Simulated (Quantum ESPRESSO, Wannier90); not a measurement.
MgS (rock salt): Wannier90 run

```xyz
2
Lattice="0.0000 2.6044 2.6044 2.6044 0.0000 2.6044 2.6044 2.6044 0.0000" Properties=species:S:1:pos:R:3 pbc="T T T"
Mg     0.0000     0.0000     0.0000
S      2.6044     2.6044     2.6044
```

Materials Project entry mp-1315; symmetrised, unrelaxed at this level. COD (Crystallography Open Database) has an entry of this formula and space group (matched by these alone). Computed values, not measurements, from LDA: Quantum ESPRESSO (norm-conserving PseudoDojo potentials, cutoff 68 Ry, no spin polarisation, no spin-orbit coupling) on a Γ-centred 10×10×10 mesh, then Wannier90. Density: 10×10×10 mesh, cold smearing 0.01 Ry.

A tight-binding model is made by disentanglement and projection with no localisation steps (num_iter = 0), so the 8 orbitals stay atom-like: hydrogen-like Mg: s;p; S: s;p, axes along x, y, z; frozen window up to 4.05 eV relative to the valence-band maximum. It follows pw.x to 2.9 meV rms for states up to 3.6 eV relative to the valence-band maximum. Matrix elements depend on this choice of orbitals and windows.

Q: Which pairs of orbitals on different sites are coupled most strongly? Give distance, modulus and how many such pairs a cell has.

A: 
```csv
orbital,orbital,distance of the centres (Å),modulus (eV),pairs
Mg px,S px,2.60,2.75,2
Mg pz,S pz,2.60,2.75,2
Mg py,S py,2.60,2.75,2
Mg s,S py,2.60,1.88,2
Mg s,S pz,2.60,1.88,2
Mg s,S px,2.60,1.88,2
Mg px,S s,2.60,1.66,2
Mg pz,S s,2.60,1.66,2
Mg py,S s,2.60,1.66,2
Mg s,S s,2.60,0.95,6
Mg py,Mg py,5.21,0.69,1
Mg pz,Mg pz,5.21,0.69,1
Mg px,Mg px,5.21,0.69,1
Mg pz,S pz,2.60,0.65,4
Mg py,S py,2.60,0.65,4
Mg px,S px,2.60,0.65,4
Mg py,Mg s,5.21,0.49,2
Mg pz,Mg s,5.21,0.49,2
Mg px,Mg s,5.21,0.49,2
S px,S px,5.21,0.38,1
S pz,S pz,5.21,0.38,1
S py,S py,5.21,0.38,1
Mg px,Mg pz,3.68,0.37,4
Mg py,Mg pz,3.68,0.37,4
Mg px,Mg py,3.68,0.37,4
Mg px,Mg px,3.68,0.33,4
Mg pz,Mg pz,3.68,0.33,4
Mg py,Mg py,3.68,0.33,4
Mg s,Mg s,5.21,0.31,3
S px,S s,5.21,0.17,2
```
